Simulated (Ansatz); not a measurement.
Crystals of one structure type (zinc blende), relaxed and computed with the program Ansatz at the LDA level (PAW).

```
crystal  a (Å)  gap (eV)  highest Γ mode, no LO–TO term (cm⁻¹)  G_Hill (GPa)  K_Hill (GPa)    ε∞
-------  -----  --------  ------------------------------------  ------------  ------------  ----
BAs      4.732      1.10                                   700           134           147  9.66
AlAs     5.629      1.32                                   358          41.3          75.6  9.44
GaP      5.391      1.38                                   365          56.0          90.1  10.6
GaAs       [?]       [?]                                   [?]           [?]           [?]   [?]
```

Complete the blanks.


- GaAs, a (Å): 5.603
- GaAs, gap (eV): 0.49
- GaAs, highest Γ mode, no LO–TO term (cm⁻¹): 269
- GaAs, G_Hill (GPa): 46.0
- GaAs, K_Hill (GPa): 74.4
- GaAs, ε∞: 14.0

All cells were relaxed under the symmetry of their starts (and spin orders); stability against distortions was not tested throughout. Spin–orbit coupling is left out wherever it is not named.

Potentials: the later of the program's two PAW sets.
